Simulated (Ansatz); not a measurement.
AlRu:
```xyz
2
Lattice="2.9825 0.0000 0.0000 0.0000 2.9825 0.0000 0.0000 0.0000 2.9825" Properties=species:S:1:pos:R:3 pbc="T T T"
Al     0.0000     0.0000     0.0000
Ru     1.4913     1.4913     1.4913
```

Relaxed with r²SCAN. Special points in fractions of this cell's reciprocal vectors: Γ (0.000, 0.000, 0.000); X (0.000, 0.500, 0.000); M (0.500, 0.500, 0.000); R (0.500, 0.500, 0.500).

**Question.** List the band energies nearest the Fermi level at these points for the program Ansatz at the r²SCAN level (PAW).

**Answer.** In eV from the Fermi level; about four levels below and three above (degenerate sets whole), none deeper than 8.9 eV; … stands for higher levels left out; points with the same levels are listed once.

| k | below | above |
|---|---|---|
| Γ | -3.73 -3.73 | 0.17 0.17 0.17 |
| X | -5.71 -2.84 -1.71 -1.71 | 0.44 2.54 7.72 |
| M | -1.49 -1.49 -1.26 -1.26 | 1.74 5.73 … |
| R | -4.96 -4.96 -4.96 | 1.84 1.84 3.25 |

Space group Pm-3m (CsCl type). Symmetry was held in the r²SCAN relaxation; phonons on a q-mesh show no instability. The run is not spin-polarised. Scalar-relativistic: spin–orbit coupling is off unless named, which matters more the heavier the elements.

Potentials: the later of the program's two PAW sets.
